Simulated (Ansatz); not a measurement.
GaCuSe2 (chalcopyrite, space group No. 122), r²SCAN in the plane-wave PAW code Ansatz. The conduction-band minimum lies at Γ, with 1 equivalent valley. Second derivatives d²E/dk² of the lowest band at one valley (eV·Å²), along Cartesian directions:

```
direction  d²E/dk²
---------  -------
[100]        96.35
[010]        96.35
[001]        107.2
[110]        96.30
[101]        101.7
[011]        101.7
```

Problem. Find the principal effective masses, the density-of-states mass and the conductivity mass.

Solution. Off-diagonal terms follow from H_xy = H[110] − (H_xx + H_yy)/2, and m*/mₑ = 7.620 eV·Å² over each eigenvalue: 0.071, 0.079, 0.079. One valley's DOS mass (m₁m₂m₃)^(1/3) = 0.076, conductivity mass 3/(Σ 1/mᵢ) = 0.076 mₑ.

Problem. What effective density of states Nc follows at 300 K for parabolic valleys?

Solution. Nc = 2.509e19 × 1 × (0.076)^(3/2) ≈ 5.3e17 cm⁻³.

Space group I-42d (chalcopyrite). Symmetry was held in the r²SCAN relaxation. No spin polarisation was allowed. Scalar-relativistic: spin–orbit coupling is off unless named, which matters more the heavier the elements.

Potentials: the later of the program's two PAW sets.

Edges and masses are those of Kohn–Sham bands, whose gap is no quasiparticle gap.
